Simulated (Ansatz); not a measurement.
Si₃N₄ (space group P6_3/m)

Space group P6₃/m (No. 176); a = 7.6246 Å, b = 7.6246 Å, c = 2.9105 Å, α = 90.00°, β = 90.00°, γ = 120.00°

| atom | site | symmetry | x | y | z |
|---|---|---|---|---|---|
| Si | 6h | m.. | 0.4064 | 0.2324 | 0.2500 |
| N | 2d | -6.. | 0.6667 | 0.3333 | 0.2500 |
| N | 6h | m.. | 0.0296 | 0.3300 | 0.2500 |

E(V) scan at fixed shape, V₀ the volume above. The atoms relax within the cell's symmetry.

These are PBEsol (plane waves to 420 eV, PAW, scalar-relativistic; Ansatz, a program for electronic structure) values and carry that method's errors. k mesh 4×4×9 (Γ-centred), Fermi-Dirac smearing 0.05 eV. E stands for the smeared free energy. Si3N4 was relaxed with its symmetry unable to fall. ΔE is measured from the relaxed starting cell.

Problem. What ΔE (meV/atom) does the calculation give at V/V₀ = 0.920, 0.940, 0.960, 0.980, 1.020, 1.040, 1.060, 1.080?

Solution. 
```json
[
 {"V/V₀": "0.920", "ΔE (meV/atom)": "57.7"},
 {"V/V₀": "0.940", "ΔE (meV/atom)": "31.4"},
 {"V/V₀": "0.960", "ΔE (meV/atom)": "13.5"},
 {"V/V₀": "0.980", "ΔE (meV/atom)": "3.2"},
 {"V/V₀": "1.020", "ΔE (meV/atom)": "3.0"},
 {"V/V₀": "1.040", "ΔE (meV/atom)": "11.9"},
 {"V/V₀": "1.060", "ΔE (meV/atom)": "25.9"},
 {"V/V₀": "1.080", "ΔE (meV/atom)": "44.7"}
]
```

(Under strain, the slope of the energy per volume gives the stress and its curvature an elastic modulus.)
